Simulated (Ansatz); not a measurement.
Input and command of a plane-wave DFT calculation in Ansatz:

```yaml
crystal:
  lattice:
    - [9.2964173513, 0.0, 0.0]
    - [-4.6482086756, 8.0509335904, 0.0]
    - [0.0, 0.0, 25.2190581139]
  atoms:
    - { symbol: Sn, position: [0.6666666667, 0.3333333333, 0.3172204118] }
    - { symbol: Sn, position: [0.6666666667, 0.8333333333, 0.3172204118] }
    - { symbol: Sn, position: [0.1666666667, 0.3333333333, 0.3172204118] }
    - { symbol: Sn, position: [0.1666666667, 0.8333333333, 0.3172204118] }
    - { symbol: Sn, position: [0.5, 0.5, 0.3548432135] }
    - { symbol: Sn, position: [0.5, 0.0, 0.3548432135] }
    - { symbol: Sn, position: [0.0, 0.5, 0.3548432135] }
    - { symbol: Sn, position: [0.0, 0.0, 0.3548432135] }
    - { symbol: Sn, position: [0.0, 0.5, 0.4718119999] }
    - { symbol: Sn, position: [0.0, 0.0, 0.4718119999] }
    - { symbol: Sn, position: [0.5, 0.5, 0.4718119999] }
    - { symbol: Sn, position: [0.5, 0.0, 0.4718119999] }
    - { symbol: Sn, position: [0.8333333333, 0.6666666667, 0.5090223259] }
    - { symbol: Sn, position: [0.8333333333, 0.1666666667, 0.5090223259] }
    - { symbol: Sn, position: [0.3333333333, 0.6666666667, 0.5090223259] }
    - { symbol: Sn, position: [0.3333333333, 0.1666666667, 0.5090223259] }
    - { symbol: O, position: [0.0833333333, 0.1666666667, 0.6563315546] }
    - { symbol: C, position: [0.0833333333, 0.1666666667, 0.6072615222] }
    - { symbol: O, position: [0.0833333333, 0.1666666667, 0.5581914897] }
basis:
  ecutwfc: 420
kpoints:
  mp_grid: { grid: [3, 3, 1] }
hamiltonian:
  xc: pbe
  dispersion: d3bj
scf:
  occupations: { method: gaussian, width: 0.1 }
output:
  forces: true
  eigenvalues: true
relax:
  adjacent_minimum: "off"
  f_tol: 0.04
  max_steps: 100
  constraints: [{ sites: [0, 1, 2, 3, 4, 5, 6, 7] }]
efield:
  axis: 3
  dipole_correction: true
  ramp_width: 0.04
```

```bash
ansatz run input.yaml --threads 4 --pin off --max-ram 10240MiB --backend cpu --events-out ev --progress --plain --runs-dir out
```

Processor: Intel(R) Xeon(R) 6975P-C (Granite Rapids), 4 threads, on a host shared with other jobs.

How long does it run, and how much memory does it take?

About 10 min on 4 threads of Intel(R) Xeon(R) 6975P-C (Granite Rapids), with other jobs on the host, peak memory 4.5 GiB. It solves 144 bands at 4 k points (the mesh reduced by symmetry) with about 36865 plane waves, in 212 SCF iterations over 30 ionic steps.
